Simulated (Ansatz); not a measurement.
Sensitivity of the gradients in Bi₂Te₂Pb₄S₅ to the input

Cell: an entry of the Crystallography Open Database (COD; perhaps a calculated or model structure).

Space group R-3m:H (No. 166); a = 4.2448, c = 71.4594 Å, γ = 120.00°.

| site | Wyckoff | site symmetry | x | y | z |
| --- | --- | --- | --- | --- | --- |
| Bi | 6c | 3m | 0.0000 | 0.0000 | 0.5463 |
| Te | 6c | 3m | 0.0000 | 0.0000 | 0.8546 |
| Pb5 | 6c | 3m | 0.0000 | 0.0000 | 0.9281 |
| Pb7 | 6c | 3m | 0.0000 | 0.0000 | 0.3094 |
| S9 | 6c | 3m | 0.0000 | 0.0000 | 0.2377 |
| S11 | 6c | 3m | 0.0000 | 0.0000 | 0.6188 |
| S13 | 3a | -3m | 0.0000 | 0.0000 | 0.0000 |

One atom of each set is listed; the run and its k-mesh use a cell of 13 atoms with edges of 23.95, 23.95, 23.95 Å.

Reference run. All values are calculated (Ansatz; DFT, PBE, plane waves and PAW, scalar-relativistic, 420 eV cutoff, Γ-centred 8×8×8 k-points, Fermi–Dirac smearing 0.02 eV), not measured.

(1) The input is changed as follows: `basis.xc_grid`: not typed → 4; `scf.occupations.width`: 0.02 → 0.3. What happens to V_zz (10²¹ V/m²) and η?

Results:

(1) 

| site | V_zz reference | η reference | V_zz changed | η changed |
| --- | --- | --- | --- | --- |
| Bi | -0.52 | 0.00 | -0.65 | 0.00 |
| Te | 1.25 | 0.00 | 1.59 | 0.00 |
| Pb5 | 0.46 | 0.00 | 0.030 | 0.00 |
| Pb7 | 0.34 | 0.00 | 0.044 | 0.00 |
| S9 | 0.30 | 0.00 | 0.23 | 0.00 |
| S11 | -0.20 | 0.00 | -0.23 | 0.00 |
| S13 | -0.24 | 0.00 | -0.27 | 0.00 |

The largest change of V_zz is on Pb5, from 0.46 to 0.030. In per cent, |V_zz| changes by +25 on Bi, +27 on Te (all sites that start above 0.5). SCF iterations: 7 and 10. In the changed run the smearing of 0.30 eV is wide against a gap of 0.4 eV, so its values aren't converged ones.

On the reference run: The values hang on the deposited positions: relaxing the atoms moves V_zz on Te from 1.25 to 1.58. Spin–orbit coupling is left out, which shifts gradients on Bi and Pb by a few per cent in wide-gap crystals, and can shift them far more where the calculated gap is small or absent, as here. With a gap of 0.4 eV on this mesh, small gradients can still move by 0.1 × 10²¹ V/m² or more as the k-mesh gets denser.
